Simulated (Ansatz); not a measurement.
LaP (rock salt, Fm-3m), PBE in the plane-wave PAW code Ansatz, all energies at zero smearing, with the estimated change up to a 700 eV cutoff added, with one set of potentials and settings (totals compare only within such a set). Cell of 2 atoms (1 La, 1 P): -7008.960 eV.

| element | reference phase | E (eV/atom) |
|---|---|---|
| La | P6_3/mmc, 4 atoms in the cell | -6250.0953 |
| P | Cmce, 4 atoms in the cell | -755.6743 |

Formation energy per atom, worked out: (-7008.960 − 1×(-6250.0953) − 1×(-755.6743))/2 = -1.595 eV/atom (-154 kJ per mol of atoms), at 0 K, without zero-point energy or fitted corrections.

The first step of the workflow began from a Materials Project structure, measured or hypothetical; the Crystallography Open Database files this formula in space group No. 225, but the cells were not matched. Whether it is the stable phase at ambient conditions was not checked. The cell was relaxed with PBE under the symmetry of its start; its stability against distortions is not shown here. The references are the lowest solids computed at this level, not always the standard phases. Scalar-relativistic: spin–orbit coupling is off unless named, which matters more the heavier the elements.

Potentials: the later of the program's two PAW sets.
